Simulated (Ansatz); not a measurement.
## BN: computed property card

BN:
```
BN
1.0
    0.00000     1.73394     1.73394
    1.73394     0.00000     1.73394
    1.73394     1.73394     0.00000
N B
1 1
Cartesian
  0.00000   0.00000   0.00000
  1.73394   1.73394   1.73394
```

Space group Fm-3m (No. 225), rock salt; conventional cell a = b = c = 3.468 Å, α = β = γ = 90.00°.

Method: the program Ansatz at the HSE06 level (PAW). Geometry: relaxed at this level of theory. Other levels are named where they apply.

**Cell and energy**

```
Property              Value
---------------  ----------
Volume per atom     5.21 Å³
Density          3.95 g/cm³
```

**Electronic structure**

```
Quantity                                                                   Result
----------------------------------------  ---------------------------------------
Band gap                                                       2.36 eV (indirect)
Valence-band maximum                      on the K–Γ line, 56 % of the way from K
Conduction-band minimum                               at X (3 equivalent valleys)
Smallest direct gap on the standard path                                  7.34 eV
```

**Mechanics**

```
Property                              Value
----------------------------------  -------
Bulk modulus (Birch–Murnaghan fit)  425 GPa
Pressure derivative B′                  3.8
```

**Charges**

```
Property                   Result
-------------  ------------------
Bader charges  N -2.13, B +2.13 e
```

The cell is a constructed one: a structure type filled with these elements; neither database checked (COD, Materials Project) lists it. It is not the phase usual at ambient conditions (space group No. 186, 194, 216). The HSE06 relaxation kept the symmetry of its start; whether a distortion lowers the energy is not shown. The hybrid was solved on a coarse mesh, the path and, where they were found, the r²SCAN edge points; its band edges are the extreme levels among these.

Potentials: the later of the program's two PAW sets.
